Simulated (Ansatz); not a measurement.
# Property card for MoSe

MoSe:
```
MoSe
1.0
    3.14593     0.00000     0.00000
    0.00000     3.14593     0.00000
    0.00000     0.00000     3.14593
Mo Se
1 1
Direct
  0.00000   0.00000   0.00000
  0.50000   0.50000   0.50000
```

Space group Pm-3m (No. 221), CsCl type; conventional cell a = 3.1459 Å, b = 3.1459 Å, c = 3.1459 Å, α = 90.00°, β = 90.00°, γ = 90.00°.

Method: the program Ansatz at the PBE level (PAW). The cell and atoms are relaxed at this level. Other levels are named where they apply.

**Cell and energy**

```json
{
  "volume_per_atom": "15.57 Å³",
  "density": "9.33 g/cm³",
  "Formation energy from the elements (no fitted shifts)": "0.10 eV/atom"
}
```

**Electronic structure**

```json
{
 "electronic_character": "metallic (no gap)",
 "Density of states at the Fermi level": "0.77 states/eV per atom (mean over ±0.08 eV)",
 "Gap with spin–orbit coupling": "none (metallic)"
}
```

**Mechanics**

```json
{
 "Bulk modulus (Birch–Murnaghan fit)": "182 GPa",
 "Pressure derivative B′": "4.8"
}
```

The cell is a constructed one: a structure type filled with these elements; neither database checked (COD, Materials Project) lists it. Whether it is the stable phase at ambient conditions was not checked. The cell was relaxed with PBE under the symmetry of its start; whether a distortion lowers the energy is not shown. The run is not spin-polarised. The references are the lowest solids computed at this level, not always the standard phases. Spin–orbit coupling is left out wherever it is not named.

Potentials: the earlier of the program's two PAW sets.
